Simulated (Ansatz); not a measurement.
The cell below belongs to a search over invented structures; it isn't taken from experiment.

Input and command of a plane-wave DFT calculation in Ansatz:

```yaml
crystal:
  lattice:
    - [8.1612857414, 0.0, 0.0]
    - [0.0, 7.043068303, 0.0]
    - [0.0, 0.0, 6.635082233]
  atoms:
    - { symbol: Zn, position: [0.5, 0.1584100366, 0.508529837] }
    - { symbol: Zn, position: [0.0, 0.8415899634, 0.008529837] }
    - { symbol: Cd, position: [0.2513681149, 0.6775728969, 0.4916716488] }
    - { symbol: Cd, position: [0.7486318851, 0.6775728969, 0.4916716488] }
    - { symbol: Cd, position: [0.0, 0.1532167218, 0.5061527163] }
    - { symbol: Cd, position: [0.5, 0.8467832782, 0.0061527163] }
    - { symbol: Cd, position: [0.2486318851, 0.3224271031, 0.9916716488] }
    - { symbol: Cd, position: [0.7513681149, 0.3224271031, 0.9916716488] }
    - { symbol: Se, position: [0.7373243969, 0.3241898486, 0.3828786602] }
    - { symbol: Se, position: [0.2626756031, 0.3241898486, 0.3828786602] }
    - { symbol: Se, position: [0.2373243969, 0.6758101514, 0.8828786602] }
    - { symbol: Se, position: [0.7626756031, 0.6758101514, 0.8828786602] }
    - { symbol: S, position: [0.0, 0.8301242065, 0.3534853446] }
    - { symbol: S, position: [0.5, 0.8558677783, 0.3827314841] }
    - { symbol: S, position: [0.5, 0.1698757935, 0.8534853446] }
    - { symbol: S, position: [0.0, 0.1441322217, 0.8827314841] }
basis:
  ecutwfc: 420
kpoints:
  mp_grid: { grid: [4, 4, 4] }
hamiltonian:
  xc: pbe
scf:
  occupations: { method: gaussian, width: 0.02 }
output:
  forces: true
  stress: true
  eigenvalues: true
  write_density: true
  write_potential: true
  elf: true
  volumetric_format: npy
relax:
  adjacent_minimum: "off"
  f_tol: 0.01
  max_steps: 30
  cell: { stress_tol: 0.1, fix: [volume] }
```

```bash
ansatz run input.yaml --threads 1 --pin off --max-ram 2560MiB --backend cpu --events-out ev --progress --plain --runs-dir out
```

Processor: Intel(R) Xeon(R) 6975P-C (Granite Rapids), 1 thread, on a host shared with other jobs.

Q: Estimate time, memory and problem size.

A: About 3.6 min, peak memory 1.3 GiB. It solves 140 bands at 27 k points (after reduction by symmetry) with about 7411 plane waves, in 18 SCF iterations over 3 ionic steps.
